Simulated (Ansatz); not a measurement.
Input and command of a calculation in Ansatz (plane waves; scalar-relativistic PAW potentials unless the input names others):

```yaml
crystal:
  lattice:
    - [4.4074306839, 0.0, 0.0]
    - [0.0, 4.4074306839, 0.0]
    - [0.0, 0.0, 4.4074306839]
  atoms:
    - { symbol: K, position: [0.5, 0.5, 0.5] }
    - { symbol: Ca, position: [0.0, 0.0, 0.0] }
    - { symbol: F, position: [0.0, 0.5, 0.0] }
    - { symbol: F, position: [0.0, 0.0, 0.5] }
    - { symbol: F, position: [0.5, 0.0, 0.0] }
basis:
  ecutwfc: "30 meV"
kpoints:
  mp_grid: { grid: [6, 6, 6] }
hamiltonian:
  xc: pbesol
scf:
  occupations: { method: gaussian, width: 0.02 }
  max_iter: 100
output:
  forces: true
  eigenvalues: true
  stress: true
```

```bash
ansatz run input.yaml --threads 4 --pin off --max-ram 9216MiB --backend cpu --events-out ev --progress --plain --runs-dir out
```

Question: What is wrong with this input?

Answer: The program refuses it, because of a cutoff in the wrong unit (basis.ecutwfc: 420 → "30 meV"). With the sound run's settings it is accepted.

Abridged log:
```
Error: inconsistent input (basis.ecutwfc, kpoints): the smallest per-k basis holds n_pw = 0 plane waves (k-point 1, counted from 0 among those solved) but the deck needs at least 21 band(s) per channel, and no run solves more bands than the smallest per-k basis has plane waves; raise basis.ecutwfc until the smallest per-k basis, which caps the automatic band count, holds at least 21 plane waves
```